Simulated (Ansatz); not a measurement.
## Two states of CdAg₄Mo

```
Ag Cd Mo
1.0
     0.00000    3.76758    3.76758
     3.76758    0.00000    3.76758
     3.76758    3.76758    0.00000
Ag Cd Mo
4 1 1
Direct
  0.37413 0.37413 0.37413
  0.87761 0.37413 0.37413
  0.37413 0.37413 0.87761
  0.37413 0.87761 0.37413
  0.00000 0.00000 0.00000
  0.75000 0.75000 0.75000
```

Method: PBE; PAW, plane waves to 420 eV, 6×6×6 Γ-centred mesh, fermi-dirac occupations (width 0.1 eV) (Ansatz 0.2.0), atoms fixed.

State A: no moments (no spin polarisation). State B: Mo6 up (collinear spin).

Task: Which state is lower, and how do they differ?

Result: State B is lower by 80.4 meV an atom at zero smearing; in free energy at this smearing B lies -67.9 meV an atom from A.

```json
{"state": "A", "free energy (meV/atom)": "67.9", "largest moment in a small sphere (μB)": "0.00", "net moment (μB/cell)": "0.00", "gap on mesh (eV)": "metal", "pressure (GPa)": "5.2", "largest force (eV/Å)": "0.55"}
{"state": "B", "free energy (meV/atom)": "0.0", "largest moment in a small sphere (μB)": "2.62", "net moment (μB/cell)": "2.94", "gap on mesh (eV)": "metal", "pressure (GPa)": "7.5", "largest force (eV/Å)": "0.47"}
```

Origin: a known structure type with other elements, at an estimated volume, so it need not be a known compound.
